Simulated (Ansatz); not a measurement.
A relaxed structure of GaP is spoiled in several ways and relaxed again each time (noise and exchanges are one random draw each; pressure is positive under compression). Method: PBEsol (plane waves to 420 eV, PAW, scalar-relativistic; Ansatz, a quantum-chemistry and plane-wave program).

Space group F-43m (No. 216); a = b = c = 5.4390 Å, α = β = γ = 90.00°

```csv
atom,site,symmetry,x,y,z
P,4c,-43m,0.2500,0.2500,0.2500
Ga,4a,-43m,0.0000,0.0000,0.0000
```
(The calculation used a cell of 2 atoms; values per cell refer to that cell.)

```csv
change,first pressure (GPa),first V (Å³/atom),released (eV/atom),moves,outcome,final group,E − E(parent) (eV/atom)
with every coordinate shifted by Gaussian noise of σ = 0.1 Å,2.0,20.11,0.14,4,returns to the parent,F-43m,0.000
with every coordinate shifted by Gaussian noise of σ = 0.1 Å,3.6,20.11,0.24,4,returns to the parent,F-43m,0.000
"deformed by the Cartesian strain tensor (xx, yy, zz, yz, xz, xy) = (0.045, -0.109, 0.075, 0.010, -0.041, 0.005)",0.0,20.10,0.11,6,returns to the parent,F-43m,0.000
"doubled along one cell vector, shaken by Gaussian noise of σ = 0.08 Å a coordinate",1.9,20.11,0.13,3,returns to the parent,F-43m,0.000
```

First-step values come from each run's starting, coarser k-mesh (7×7×7, 7×8×7, 7×4×7). The runs use different k-meshes, so differences are rounded accordingly. No spin polarisation in the result.
